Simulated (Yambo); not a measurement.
Optical response of Cs2LiAlF6

```
Cs2LiAlF6
1.0
    6.29790     0.00000     0.00000
   -3.14895     5.45414     0.00000
    0.00000     0.00000     5.10330
Li F Al Cs
1 6 1 2
Direct
  0.00000   0.00000   0.00000
  0.86585   0.13415   0.28188
  0.13415   0.86585   0.71812
  0.86585   0.73170   0.28188
  0.13415   0.26830   0.71812
  0.26830   0.13415   0.28188
  0.73170   0.86585   0.71812
  0.00000   0.00000   0.50000
  0.33333   0.66667   0.22866
  0.66667   0.33333   0.77134
```

Yambo, RPA with local fields on PBEsol bands; 3×3×4 mesh, 134 bands, 3 Ry local-field block, 0.2 eV broadening; field along z.

```
E (eV)  Im ε  Re ε  Im ε, independent particles
------  ----  ----  ---------------------------
0.0     0.00  2.02                         0.00
0.5     0.00  2.02                         0.00
1.0     0.00  2.02                         0.00
1.5     0.00  2.03                         0.00
2.0     0.00  2.04                         0.01
2.5     0.01  2.05                         0.01
3.0     0.01  2.07                         0.01
3.5     0.01  2.09                         0.01
4.0     0.01  2.12                         0.02
4.5     0.01  2.15                         0.02
5.0     0.02  2.19                         0.02
5.5     0.02  2.24                         0.03
6.0     0.03  2.31                         0.04
6.5     0.04  2.40                         0.05
7.0     0.08  2.53                         0.10
7.5     0.16  2.63                         0.18
8.0     0.34  2.86                         0.37
8.5     0.54  2.86                         0.58
9.0     1.02  2.90                         1.09
9.5     1.32  2.88                         1.40
10.0    1.35  2.11                         1.50
10.5    1.16  2.10                         1.41
11.0    1.15  2.06                         1.39
11.5    1.10  1.99                         1.38
12.0    1.21  1.78                         1.71
12.5    1.03  1.94                         1.83
13.0    1.20  2.00                         3.47
13.5    1.43  2.07                         4.58
14.0    1.53  1.76                         2.97
14.5    1.55  1.49                         2.66
15.0    1.25  1.53                         2.64
15.5    1.45  1.76                         2.84
16.0    1.60  1.59                         2.70
16.5    1.59  1.58                         2.30
17.0    1.97  1.41                         1.47
17.5    1.69  1.19                         1.55
18.0    1.80  0.85                         1.36
18.5    1.62  0.68                         1.27
19.0    1.46  0.42                         1.04
19.5    1.30  0.55                         1.01
20.0    1.23  0.63                         0.99
```

Structure narrower than a few tenths of an eV can come from the finite k mesh. Convergence of the RPA response with its 3×3×4 mesh was not tested. No excitonic effects at this level.

Geometry of the Materials Project entry, not relaxed at this level.

The structure is a Materials Project entry; no match was found in the copy of COD used, and its stability was not checked.
